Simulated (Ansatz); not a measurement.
An Ansatz input and the part of its output that reports the observables at the nuclei.

The start is a refined structure from the COD.

```yaml
crystal:
  lattice:
    - [9.0589, 0.0, 0.0]
    - [0.0, 5.6406, 0.0]
    - [-0.0403007454, 0.0, 9.4633141874]
  atoms:
    - { symbol: Cs, position: [0.17753, 0.88599, 0.01413] }
    - { symbol: Cs, position: [0.82247, 0.38599, 0.98587] }
    - { symbol: Cs, position: [0.32266, 0.9272, 0.51357] }
    - { symbol: Cs, position: [0.67734, 0.4272, 0.48643] }
    - { symbol: Cd, position: [0.07374, 0.43844, 0.34128] }
    - { symbol: Cd, position: [0.92626, 0.93844, 0.65872] }
    - { symbol: Cd, position: [0.59641, 0.87802, 0.16327] }
    - { symbol: Cd, position: [0.40359, 0.37802, 0.83673] }
    - { symbol: P, position: [0.6014, 0.8789, 0.8111] }
    - { symbol: P, position: [0.3986, 0.3789, 0.1889] }
    - { symbol: P, position: [0.9176, 0.9023, 0.3071] }
    - { symbol: P, position: [0.0824, 0.4023, 0.6929] }
    - { symbol: O, position: [0.9394, 0.6853, 0.2102] }
    - { symbol: O, position: [0.0606, 0.1853, 0.7898] }
    - { symbol: O, position: [0.4213, 0.1147, 0.2248] }
    - { symbol: O, position: [0.5787, 0.6147, 0.7752] }
    - { symbol: O, position: [0.6844, 0.9028, 0.954] }
    - { symbol: O, position: [0.3156, 0.4028, 0.046] }
    - { symbol: O, position: [0.4491, 0.0058, 0.8159] }
    - { symbol: O, position: [0.5509, 0.5058, 0.1841] }
    - { symbol: O, position: [0.9911, 0.1196, 0.2402] }
    - { symbol: O, position: [0.0089, 0.6196, 0.7598] }
    - { symbol: O, position: [0.994, 0.8322, 0.4475] }
    - { symbol: O, position: [0.006, 0.3322, 0.5525] }
    - { symbol: O, position: [0.7524, 0.9476, 0.3328] }
    - { symbol: O, position: [0.2476, 0.4476, 0.6672] }
    - { symbol: O, position: [0.6948, 0.9909, 0.6932] }
    - { symbol: O, position: [0.3052, 0.4909, 0.3068] }
kpoints:
  mp_grid: { grid: [3, 4, 3] }
scf:
  occupations: { method: fermi_dirac, width: 0.02 }
hamiltonian:
  xc: pbe
  pseudopotentials: { kind: paw }
output:
  forces: true
  stress: true
  populations: true
  efg:
    quadrupole_moments_barn: { Cs: -0.00343, O: -0.02558 }
    contact_densities: true
relax:
  f_tol: 0.02
  max_steps: 60
```

```sh
ansatz run input.yaml --threads 1 --pin off --max-ram 3072MiB --backend cpu --events-out ev --progress --plain --runs-dir out
```

The run relaxes the ions first, and the block belongs to the relaxed positions.

Of the output, the block on the nuclei alone is shown; the set-up, the SCF iterations, energies, forces and stress are cut. One atom of each set with nearly equal values is shown.

```
--- PAW observables at the nuclei: V_zz in 10²¹ V/m², potentials from the cell's mean, atoms counted from 1 ---
  atom   1  Cs V_zz =    +4.305145   η = 0.7879   by run symmetry: allowed   C_q = -0.3571 MHz
            electrostatic potential = -9376.025021 V   contact ρ = 1900603.236867 e/Å³
  atom   3  Cs V_zz =    +8.369074   η = 0.7417   by run symmetry: allowed   C_q = -0.6941 MHz
            electrostatic potential = -9375.281237 V   contact ρ = 1900601.933432 e/Å³
  atom   5  Cd V_zz =    +3.656216   η = 0.8803   by run symmetry: allowed
            electrostatic potential = -7704.544381 V   contact ρ = 1035856.268719 e/Å³
  atom   7  Cd V_zz =    -5.454093   η = 0.8355   by run symmetry: allowed
            electrostatic potential = -7704.333064 V   contact ρ = 1035860.577530 e/Å³
  atom   9  P  V_zz =    -0.174462   η = 0.3599   by run symmetry: allowed
            electrostatic potential = -1491.071094 V   contact ρ = 16008.196899 e/Å³
  atom  11  P  V_zz =    +1.012422   η = 0.6479   by run symmetry: allowed
            electrostatic potential = -1491.264753 V   contact ρ = 16008.397421 e/Å³
  atom  13  O  V_zz =    +7.948093   η = 0.5627   by run symmetry: allowed   C_q = -4.9161 MHz
            electrostatic potential = -622.779663 V   contact ρ = 2157.313137 e/Å³
  atom  15  O  V_zz =    +9.533666   η = 0.4431   by run symmetry: allowed   C_q = -5.8968 MHz
            electrostatic potential = -622.421633 V   contact ρ = 2156.664095 e/Å³
  atom  17  O  V_zz =    +9.416527   η = 0.4801   by run symmetry: allowed   C_q = -5.8243 MHz
            electrostatic potential = -622.474876 V   contact ρ = 2156.806107 e/Å³
  atom  19  O  V_zz =    +9.038826   η = 0.4634   by run symmetry: allowed   C_q = -5.5907 MHz
            electrostatic potential = -622.465212 V   contact ρ = 2156.869291 e/Å³
  atom  21  O  V_zz =    +9.170577   η = 0.4238   by run symmetry: allowed   C_q = -5.6722 MHz
            electrostatic potential = -622.686462 V   contact ρ = 2156.749233 e/Å³
  atom  23  O  V_zz =    +8.487469   η = 0.6700   by run symmetry: allowed   C_q = -5.2497 MHz
            electrostatic potential = -622.483648 V   contact ρ = 2156.944905 e/Å³
  atom  25  O  V_zz =    +8.577196   η = 0.6565   by run symmetry: allowed   C_q = -5.3052 MHz
            electrostatic potential = -622.522733 V   contact ρ = 2157.085684 e/Å³
  atom  27  O  V_zz =    +9.059760   η = 0.5535   by run symmetry: allowed   C_q = -5.6037 MHz
            electrostatic potential = -622.422335 V   contact ρ = 2156.845789 e/Å³
```

The relaxation (8 steps) took 15 min of wall time (15 min of CPU time) and 1.3 GiB at its peak, on 1 thread of Arm Neoverse V1 (aarch64; 8 cores open to the job, memory cap 3.0 GiB, no GPU), a shared host with a load of 0.7 a core.

Without spin–orbit coupling (the program notes it for Cd and Cs) the gradients are little affected as a rule: paired runs on crystals with a gap mostly move them by under 2 % at such atoms.
